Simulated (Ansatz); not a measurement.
**Compressing YCu$_{5}$: a fit and a missing row**

YCu$_{5}$, P6/mmm, a = 4.956 Å, c = 4.024 Å. The structure is a COD entry; whether it is the stable form wasn't checked. Ansatz: PBEsol, PAW, 420 eV, Γ-centred 12×12×10 mesh on 6 atoms, Gaussian smearing 0.10 eV; no spin polarisation. Shape and atoms are relaxed at each volume; pressure is positive in compression.

```
V (Å³/atom) P (GPa)
     12.557        ?
     12.985    14.91
     13.413     9.08
     13.841     4.16
     14.269     0.02
     14.697    -3.48
     15.125    -6.44
     15.696    -9.66
```

**Question.** Take V0 = 14.269 Å³/atom, count pressures from its P0 = 0.02 GPa, fit the third-order Birch–Murnaghan form to the other rows, and predict the missing pressure.

**Answer.** With the Eulerian strain f = ½[(V0/V)^(2/3) − 1] and y = (P − P0)/[3f(1 + 2f)^(5/2)], the form is the line y = B0 + 1.5 B0 (B0′ − 4) f. Rows (f, y): 0.03244, 130.7; 0.02105, 129.4; 0.01026, 127.8; -0.00975, 125.7; -0.01905, 124.6; -0.03078, 122.9. Means f = 0.0006950, y = 126.85; Σ(Δf)² = 0.003003, ΣΔfΔy = 0.3640; the slope is their ratio. y = 126.8 + 121.2 f GPa, so B0 = 126.8 GPa and B0′ = 4 + 2 × (121.2)/(3 × 126.8) = 4.64. At V = 12.557, f = 0.04447, y = 132.19 and P = 21.84 GPa. The run gave 21.83 GPa, so the fit is 0.01 GPa too high, within twice the rms miss on the fitted rows (0.007 GPa).